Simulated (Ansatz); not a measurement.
A geometry of In away from equilibrium: the start of the relaxation of a relaxed In cell, doubled along one cell vector, shaken by Gaussian noise of σ = 0.08 Å a coordinate. Method: PBE (plane waves to 420 eV, PAW, scalar-relativistic; Ansatz, a first-principles code). Γ-centred k-mesh 6×11×11 on the run's cell (coarser than for final values), Fermi–Dirac smearing 0.05 eV.

```xyz
2
Lattice="6.1814 0.0000 0.0000 0.0000 3.0907 0.0000 0.0000 0.0000 3.0907" Properties=species:S:1:pos:R:3 pbc="T T T"
In    -0.0089    -0.2443    -0.0522
In     3.1897     0.0283     0.0008
```

Question: Which atoms carry the largest force, and which way does it point?

Answer: 0.31 eV/Å, on In1, In2 (atoms numbered as listed); on In1 its components are (0.31, -0.03, -0.01).

Question: What is the pressure?

Answer: +0.2 GPa, compression positive.

Question: How far above the relaxed end point is this geometry?

Answer: 0.11 eV/atom; the path ends in I4/mmm (No. 139).

No spin polarisation in the result.

The run could not lose the symmetry of its start.

Of the parent cell (Pm-3m (No. 221)): it is a generated cell of In: the first start was made by placing the elements on the sites of a structure type, and the end was not matched to a known phase here, so it may be hypothetical. Known forms of In include space group No. 139.
